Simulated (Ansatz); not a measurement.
# Calculated 37Cl NMR of the central transition for InCl2

Cell: a computed structure from the Materials Project (it need not be an observed phase), taken as it stands.

Space group Pnna (No. 52); a = 7.7104, b = 9.9209, c = 9.9426 Å.

```
site  Wyckoff  site symmetry       x       y       z
 In1       4c            ..2  0.2500  0.0000  0.1862
 In5       4d            2..  0.6883  0.2500  0.2500
 Cl9       8e              1  0.0006  0.0474  0.3194
Cl17       8e              1  0.3400  0.1865  0.0522
```

One atom of each set is listed.

Computed with Ansatz: DFT, r2SCAN, plane waves and PAW, scalar-relativistic, 500 eV cutoff, Γ-centred 5×4×4 k-points, Fermi–Dirac smearing 0.05 eV.

37Cl has I = 3/2 and Q = -63.93 mb (Pyykkö 2018); at 23.5 T its Larmor frequency is ν₀ = 81.7 MHz. Only the quadrupole interaction is simulated: positions count from each site's isotropic chemical shift, and shift anisotropy, dipolar and J coupling are left out.

Q: Give C_Q, η, the quadrupolar product P_Q = |C_Q|(1 + η²/3)^½, the second-order isotropic shift and the breadth of the pattern (static powder) for each Cl site.

A: 

```json
{"site": "Cl9", "first shell": "1 In at 2.38 Å; also 1 In at 3.21 Å", "C_Q (MHz)": "-25.1", "η": "0.09", "P_Q (MHz)": "25.1", "δ_QIS (ppm)": "-2364", "breadth (kHz)": "1085"}
{"site": "Cl17", "first shell": "1 In at 2.38 Å; also 1 In at 3.29 Å", "C_Q (MHz)": "-23.9", "η": "0.24", "P_Q (MHz)": "24.1", "δ_QIS (ppm)": "-2174", "breadth (kHz)": "1102"}
```

δ_QIS = −(ν_Q²/30ν₀²)[I(I+1) − 3/4](1 + η²/3) × 10⁶ ppm with ν_Q = 3|C_Q|/[2I(2I−1)]; it falls as 1/B₀² in ppm, and the breadth as 1/B₀ in kHz.

At Cl9 and Cl17 V_zz points along its bond to In (within 4°) in each case.

With ν_Q/ν₀ up to 0.15, terms beyond second order are no longer negligible.

Without spin–orbit coupling (the program notes it for In) the gradients are little affected as a rule: paired runs on crystals with a gap mostly move them by under 2 % at such atoms.
